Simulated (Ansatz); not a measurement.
A geometry of ZrO2 away from equilibrium: the start of the relaxation of a generated cell, ZrO2 placed in the beta-tridymite structure type. The numbers are results of r2SCAN (plane waves to 500 eV, PAW, scalar-relativistic; Ansatz, a first-principles code), not measurements. Γ-centred k-mesh 4×4×2 on the run's cell (coarser than for final values), Fermi–Dirac smearing 0.05 eV.

```xyz
12
Lattice="5.9529 0.0000 0.0000 -2.9764 5.1554 0.0000 0.0000 0.0000 9.7447" Properties=species:S:1:pos:R:3 pbc="T T T"
Zr     0.0000     3.4369     0.6042
Zr     2.9764     1.7185     5.4765
Zr     2.9764     1.7185     9.1406
Zr     0.0000     3.4369     4.2682
O      0.0000     3.4369     2.4362
O      2.9764     1.7185     7.3086
O      2.9764     0.0000     0.0000
O      1.4882     2.5777     4.8724
O     -1.4882     2.5777     0.0000
O      2.9764     0.0000     4.8724
O      1.4882     2.5777     0.0000
O     -1.4882     2.5777     4.8724
```

Q: Predict the force on each atom, in eV/Å.

A: 
```json
[
 {"atom": "Zr1", "Fx": "0.00", "Fy": "0.00", "Fz": "0.44"},
 {"atom": "Zr2", "Fx": "0.00", "Fy": "0.00", "Fz": "0.44"},
 {"atom": "Zr3", "Fx": "0.00", "Fy": "0.00", "Fz": "-0.44"},
 {"atom": "Zr4", "Fx": "0.00", "Fy": "0.00", "Fz": "-0.44"},
 {"atom": "O5", "Fx": "0.00", "Fy": "0.00", "Fz": "0.00"},
 {"atom": "O6", "Fx": "0.00", "Fy": "0.00", "Fz": "0.00"},
 {"atom": "O7", "Fx": "0.00", "Fy": "0.00", "Fz": "0.00"},
 {"atom": "O8", "Fx": "0.00", "Fy": "0.00", "Fz": "0.00"},
 {"atom": "O9", "Fx": "0.00", "Fy": "0.00", "Fz": "0.00"},
 {"atom": "O10", "Fx": "0.00", "Fy": "0.00", "Fz": "0.00"},
 {"atom": "O11", "Fx": "0.00", "Fy": "0.00", "Fz": "0.00"},
 {"atom": "O12", "Fx": "0.00", "Fy": "0.00", "Fz": "0.00"}
]
```

Q: What is the pressure?

A: +26.7 GPa, compression positive.

Q: How far above the relaxed end point is this geometry?

A: 0.42 eV/atom; the path ends in P6₃/mmc (No. 194) (AFLOW prototype A2B_hP12_194_cg_f (C10, as in SiO2)).

No spin polarisation in the result.

The run could not lose the symmetry of its start; a randomly shaken copy of 12 atoms returns to this structure.

The end of the path is a generated cell of ZrO2: the first start was made by placing the elements on the sites of a structure type, and the end was not matched to a known phase here, so it may be hypothetical. Known forms of ZrO2 include space group No. 14, 137, 225.
